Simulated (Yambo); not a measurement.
A BSE run in Yambo for NaYS2 (space group R-3m, No. 166) (LDA bands; 6×6×6 mesh, 6 valence and 10 conduction bands, static screening with 49 bands and a 4 Ry block, scissor 1.74 eV, Tamm-Dancoff; field along x) gives:

| state | energy (eV) | states within 2 meV | relative strength | class |
|---|---|---|---|---|
| 1 | 4.18 | 1 | < 0.01 | dark |
| 2 | 4.21 | 2 | 1.00 | strong |
| 3 | 4.26 | 2 | 0.87 | strong |
| 4 | 4.34 | 1 | < 0.01 | dark |
| 5 | 4.35 | 1 | < 0.01 | dark |

Axes are Cartesian, with cell vectors (Å) (1.95, 1.13, 6.46), (-1.95, 1.13, 6.46), (0.00, -2.25, 6.46).

Q: What changes when the light is polarised along z instead?

A: The energies stay; the strengths change. The first strong state is now at 4.34 eV instead of 4.21 eV.
```
state  energy (eV)  states within 2 meV  relative strength   class
-----  -----------  -------------------  -----------------  ------
1             4.18                    1             < 0.01    dark
2             4.21                    2             < 0.01    dark
3             4.26                    2             < 0.01    dark
4             4.34                    1               1.00  strong
5             4.35                    1             < 0.01    dark
```
Each run's strengths are scaled to its own strongest state. These are vertical excitations (zero momentum); the indirect quasiparticle gap, about 3.68 eV, is smaller than the direct one (4.61 eV on the GW mesh). The scissor comes from a G0W0 run whose convergence isn't established.

Geometry relaxed with LDA; primitive cell a = b = c = 6.8378 Å, α = β = γ = 33.12°.
